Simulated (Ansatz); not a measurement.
ZnSe:
```
CELL_PARAMETERS angstrom
      6.50874     0.00000     0.00000
      0.00000     4.12344     0.00000
      0.00000     0.00000     6.92502
ATOMIC_POSITIONS crystal
  Zn 0.14072 0.25000 0.88922
  Zn 0.35928 0.75000 0.38922
  Zn 0.85928 0.75000 0.11078
  Zn 0.64072 0.25000 0.61078
  Se 0.75893 0.25000 0.94127
  Se 0.74107 0.75000 0.44127
  Se 0.24107 0.75000 0.05873
  Se 0.25893 0.25000 0.55873
```

Relaxed with r²SCAN+D4. Special points in fractions of this cell's reciprocal vectors: Γ (0.000, 0.000, 0.000); X (0.500, 0.000, 0.000); S (0.500, 0.500, 0.000); Y (0.000, 0.500, 0.000); Z (0.000, 0.000, 0.500); U (0.500, 0.000, 0.500); R (0.500, 0.500, 0.500); T (0.000, 0.500, 0.500).

Task: List the band energies nearest the valence-band maximum at these points for r²SCAN+D4 with spin–orbit coupling in the plane-wave PAW code Ansatz.

Result: In eV from the valence-band maximum; about four levels below and three above (degenerate sets whole), none deeper than 8.9 eV; points with the same levels are listed once.

```csv
k,below,above
Γ,-0.18 -0.18 0.00 0.00,1.95 1.95 2.05 2.05
X,-0.54 -0.54 -0.54 -0.54,2.46 2.46 2.46 2.46
S,-1.24 -1.24 -1.24 -1.24,4.53 4.53 4.53 4.53
Y,-1.38 -1.38 -1.38 -1.38,4.15 4.15 4.15 4.15
Z,-0.54 -0.54 -0.54 -0.54,3.15 3.15 3.15 3.15
U,-1.01 -1.01 -1.01 -1.01,3.33 3.33 3.33 3.33
R,-1.30 -1.30 -1.30 -1.30,3.11 3.11 3.11 3.11
T,-1.15 -1.15 -1.15 -1.15,2.96 2.96 2.96 2.96
```

Space group Pnma. The start of the workflow was typed in or built on a structure type; neither database checked (COD, Materials Project) lists it. It is not the phase usual at ambient conditions (space group No. 216). The cell was relaxed with r²SCAN+D4 under the symmetry of its start; its stability against distortions is not shown here.

Potentials: the later of the program's two PAW sets.
